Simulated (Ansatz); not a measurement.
A geometry of Ru away from equilibrium: step 2 of the relaxation of a relaxed Ru cell displaced along its unstable phonon at q = (½, ½, 0) of its primitive reciprocal cell (252i cm⁻¹), largest move 0.15 Å. Calculation: PBE (plane waves to 420 eV, PAW, scalar-relativistic; Ansatz, a first-principles code). Γ-centred k-mesh 15×15×15 on the run's cell (coarser than for final values), Fermi–Dirac smearing 0.05 eV. The plane waves were selected for a different cell earlier on the path.

```yaml
crystal:
  lattice:
    - [-3.15775, 3.15775, 2.73148]
    - [0.00000, 0.00000, 2.73148]
    - [1.61855, 1.61855, -1.36574]
  atoms:
    - { symbol: Ru, position: [0.00000, 0.92442, 0.84885] }
    - { symbol: Ru, position: [0.50000, 0.07558, 0.15115] }
```

### Question
Give the Cartesian forces on all atoms (eV/Å).

### Answer
```json
[
 {"atom": "Ru1", "Fx": "-0.25", "Fy": "-0.25", "Fz": "0.00"},
 {"atom": "Ru2", "Fx": "0.25", "Fy": "0.25", "Fz": "0.00"}
]
```

The path ends in P6₃/mmc (No. 194) (hcp (Mg type)). No spin polarisation in the result.

The run could not lose the symmetry of its start.

Of the parent cell (I4/mmm (No. 139)): it is a generated cell of Ru: the first start was made by placing the elements on the sites of a structure type, and the end was not matched to a known phase here, so it may be hypothetical. Known forms of Ru include space group No. 194.
